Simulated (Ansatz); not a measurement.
Data:

MgCdS$_{2}$:
```xyz
4
Lattice="4.1233 0.0000 0.0000 -2.0616 3.5709 0.0000 0.0000 0.0000 6.6720" Properties=species:S:1:pos:R:3 pbc="T T T"
Cd     0.0000     2.3806     0.0458
S      0.0000     2.3806     2.6120
Mg     2.0616     1.1903     3.3396
S      2.0616     1.1903     5.8121
```

This is the PBE-relaxed structure. x, y and z are the axes in which the lattice vectors are written.

Task: All from DFT-PBE in the program Ansatz with PAW potentials, unless another level is named. Give the band gap.

Result: 1.92 eV (direct).

Task: What about the hole effective mass, band 2 of 2 at the edge?

Result: 0.21 along x, 3.6 along z (mₑ).

Task: And the formation energy from the elements (no fitted shifts)?

Result: -1.04 eV/atom.

Task: Give the electron effective mass.

Result: 0.19, 0.19, 0.20 mₑ (principal values).

Task: Predict the valence-band maximum.

Result: at Γ.

Space group P3m1. The start of the workflow was typed in or built on a structure type; neither database checked (COD, Materials Project) lists it. Whether it is the stable phase at ambient conditions was not checked. The cell was relaxed with PBE under the symmetry of its start; whether a distortion lowers the energy is not shown. The volume moved by 27 % from the start of the relaxation. The references are the lowest solids computed at this level, not always the standard phases. Scalar-relativistic: spin–orbit coupling is off unless named, which matters more the heavier the elements.

Potentials: the earlier of the program's two PAW sets.
